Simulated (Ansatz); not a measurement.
Theory: DFT PBE, scalar-relativistic, plane waves, PAW (Ansatz). The final run on the 4-atom cell used 420 eV, a Γ-centred 12×12×6 mesh, 0.01 eV smearing and no spin polarisation.

Formation energies are uncorrected and refer to the elements' standard structures at the same level (F₂ as a molecule).

Question: Propose a candidate for a trigonal narrow-gap semiconductor with formula InAgF₂, with a gap near 0.2 eV, a formation energy near −1.23 eV/atom and about 19 Å³ per atom, in a cell of 4 atoms. Its symmetry should be P-3m1 (No. 164).

Answer: InAgF₂, space group P-3m1 (No. 164). Around In lie 6 F at 2.75 Å and 2 Ag at 3.01 Å; Ag has 6 F at 2.55 Å and 2 In at 3.01 Å; F is surrounded by 3 Ag at 2.55 Å and 3 In at 2.75 Å.

```xyz
4
Lattice="3.7712 0.0000 0.0000 -1.8856 3.2660 0.0000 0.0000 0.0000 6.0148" Properties=species:S:1:pos:R:3 pbc="T T T"
In    0.0000    0.0000    0.0000
Ag    0.0000    0.0000    3.0074
F     0.0000    2.1773    1.6791
F     1.8856    1.0887    4.3356
```

* Volume per atom: 18.52 Å³
* Density: 5.84 g/cm³
* Formation energy: −1.230 eV/atom
* Gap on the 12×12×6 mesh of the 4-atom cell: 0.23 eV

The cell was found from a structure generator's guess, not taken from experiment. The answer needn't be unique; the calculation gave this one.

Kohn–Sham gaps at this level usually fall short of measured ones. Small gaps are read on the mesh alone, and bands can cross between its points. Symmetry constrained the relaxation, so the result can be a saddle point.
